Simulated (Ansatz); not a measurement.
SrLiH3: zone-centre modes

These are results of DFT PBEsol, scalar-relativistic, plane waves, PAW in Ansatz 0.2.0, not measurements. Settings: plane waves to 420 eV, k-mesh 6×6×6 (Γ-centred), Gaussian smearing 0.05 eV. No spin polarisation.

The starting cell (relaxed at this level; it needn't be the usual structure):

```
CELL_PARAMETERS angstrom
4.59249 0.00000 0.00000
0.00000 4.59249 0.00000
0.00000 0.00000 4.59249
ATOMIC_POSITIONS crystal
Li 0.00000 0.00000 0.00000
Sr 0.50000 0.50000 0.50000
H 0.00000 0.50000 0.50000
H 0.50000 0.00000 0.50000
H 0.50000 0.50000 0.00000
```

Harmonic modes by finite displacements of 0.02 Å, without the LO–TO term.

Question: At this geometry, is the structure stable against these modes?

Answer: No: 6 modes are unstable, the strongest at 421i cm⁻¹.

Question: List the wavenumbers in cm⁻¹.

Answer: 421i, 421i, 421i, 419i, 419i, 419i, 0, 0, 0, 241, 241, 241, 1287, 1287, 1287.

Cost: 1 run of about 0.18 core-minutes, on Intel Xeon 6975P-C (Granite Rapids) (shared hosts).